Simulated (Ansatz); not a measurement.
AlSn$_{2}$Sb:
```yaml
crystal:
  lattice:
    - [2.29132, 1.32290, 7.40846]
    - [-2.29132, 1.32290, 7.40846]
    - [0.00000, -2.64579, 7.40846]
  atoms:
    - { symbol: Al, position: [0.99164, 0.99164, 0.99164] }
    - { symbol: Sb, position: [0.11584, 0.11584, 0.11584] }
    - { symbol: Sn, position: [0.50627, 0.50627, 0.50627] }
    - { symbol: Sn, position: [0.63628, 0.63628, 0.63628] }
```

Relaxed with PBE (plane waves, PAW; program Ansatz). Indices refer to the conventional cell of R3m, a = 4.583 Å, b = 4.583 Å, c = 22.225 Å, α = 90.00°, β = 90.00°, γ = 120.00°.

Task: Simulate the powder diffraction pattern (Co Kα, λ = 1.79026 Å; lines above 1 %) up to 2θ = 90°.

Result: Simulated powder pattern, Co Kα, λ = 1.79026 Å (kinematic, ideal powder, no thermal factors, no anomalous dispersion; the 30 strongest lines at most, above 1 %, up to 2θ = 90°):

```csv
2θ (°),d (Å),I/Imax (%),hkl
13.88,7.408,7.6,(0003)
26.49,3.907,8.9,(1 0 -1 1)
27.71,3.737,100,(0 1 -1 2)
27.97,3.704,26,(0006)
32.18,3.229,6.6,(1 0 -1 4)
35.20,2.960,15,(0 1 -1 5)
42.33,2.479,16,(1 0 -1 7)
42.50,2.469,2.6,(0009)
45.99,2.291,48,(1 1 -2 0)
46.32,2.276,38,(0 1 -1 8)
48.27,2.189,2.2,(1 1 -2 3)
53.86,1.976,1.3,(0 2 -2 1)
54.55,1.953,16,(2 0 -2 2)
54.69,1.949,25,(1 1 -2 6)
54.98,1.939,12,(1 0 -1 10)
59.21,1.812,3.4,(2 0 -2 5)
64.27,1.683,4.7,(0 2 -2 7)
64.41,1.680,4.6,(1 1 -2 9)
67.33,1.615,13,(2 0 -2 8)
69.51,1.570,4.8,(1 0 -1 13)
74.05,1.487,13,(1 2 -3 2)
74.33,1.482,2.6,(0 0 0 15)
74.42,1.480,5.1,(0 2 -2 10)
74.79,1.474,2.2,(0 1 -1 14)
78.07,1.421,3.1,(1 2 -3 5)
82.60,1.356,4.8,(2 1 -3 7)
85.16,1.323,8.5,(3 0 -3 0)
85.40,1.320,14,(1 2 -3 8)
86.12,1.311,3.4,(1 0 -1 16)
87.43,1.295,2.7,(0 2 -2 13)
```

The start of the workflow was typed in or built on a structure type; neither database checked (COD, Materials Project) lists it. Its standing as an ambient phase is unchecked. The PBE relaxation kept the symmetry of its start; its stability against distortions is not shown here. The volume moved by 37 % from the start of the relaxation. Spin–orbit coupling is left out wherever it is not named.

Potentials: the earlier of the program's two PAW sets.
